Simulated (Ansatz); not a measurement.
BAs:
```yaml
crystal:
  lattice:
    - [0.00000, 2.40456, 2.40456]
    - [2.40456, 0.00000, 2.40456]
    - [2.40456, 2.40456, 0.00000]
  atoms:
    - { symbol: As, position: [0.75000, 0.75000, 0.75000] }
    - { symbol: B, position: [0.00000, 0.00000, 0.00000] }
```

Relaxed with PBE.

Problem. Give the optical modes at the zone centre with their infrared and Raman activity from DFPT, plane-wave PAW PBE (Ansatz code).

Solution. Transverse frequencies, without the LO–TO term; a row sums one degenerate level.

```tsv
ω (cm⁻¹)	degeneracy	IR ((D/Å)²/amu)	Raman (Å⁴/amu)	activity	symmetry
677	3	1.44	1500	IR+Raman	T2
```

Problem. How high does the top mode go among those that the LO–TO term moves?

Solution. 680 cm⁻¹ for q along x.

Space group F-43m (zinc blende). The cell was relaxed with PBE under the symmetry of its start; phonons on a q-mesh show no instability.

Potentials: the later of the program's two PAW sets.
